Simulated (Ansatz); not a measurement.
Starting cell, CdS (zinc blende):

```
CELL_PARAMETERS angstrom
      0.00000     5.92662     5.92662
      2.96331     0.00000     2.96331
      2.96331     2.96331     0.00000
ATOMIC_POSITIONS crystal
  S  0.37500 0.75000 0.75000
  S  0.87500 0.75000 0.75000
  Cd 0.00000 0.00000 0.00000
  Cd 0.50000 0.00000 0.00000
```

A phonon eigenvector at L = (0.5, 0.0, 0.0) is frozen into this cell: atom i moves by Q times the vector below, so Q is the largest atomic displacement, in Å. The cell is held. (q is in reciprocal vectors of the primitive cell; the cell shown is doubled to hold the pattern.)

```json
[
 {"atom": "S1", "x": "0.577", "y": "-0.577", "z": "-0.577"},
 {"atom": "S2", "x": "-0.577", "y": "0.577", "z": "0.577"},
 {"atom": "Cd3", "x": "-0.048", "y": "0.048", "z": "0.048"},
 {"atom": "Cd4", "x": "0.048", "y": "-0.048", "z": "-0.048"}
]
```

All values below come from PBE (plane waves to 420 eV, PAW, scalar-relativistic; Ansatz, a program for electronic structure). k mesh 5×10×10 (Γ-centred), Fermi-Dirac smearing 0.05 eV. E stands for the smeared free energy. CdS was relaxed with its symmetry unable to fall. The zero of ΔE is the undisplaced structure.

```json
[
 {"Q (Å)": "-0.100", "ΔE (meV/cell)": "95.9"},
 {"Q (Å)": "-0.067", "ΔE (meV/cell)": "42.4"},
 {"Q (Å)": "-0.033", "ΔE (meV/cell)": "10.6"},
 {"Q (Å)": "0.000", "ΔE (meV/cell)": "0.0"},
 {"Q (Å)": "0.033", "ΔE (meV/cell)": "10.6"},
 {"Q (Å)": "0.067", "ΔE (meV/cell)": "42.4"},
 {"Q (Å)": "0.100", "ΔE (meV/cell)": "95.9"}
]
```

Question: Which DFPT wavenumber at L = (0.5, 0.0, 0.0) belongs to this mode?
A. 43 cm⁻¹
B. 131 cm⁻¹
C. 281 cm⁻¹
D. 234 cm⁻¹

Answer: C, 281 cm⁻¹. The curvature of the scan gives 281 cm⁻¹

(For displaced atoms, the force is minus the slope of the energy, and its curvature is a force constant, which sets phonon frequencies.)
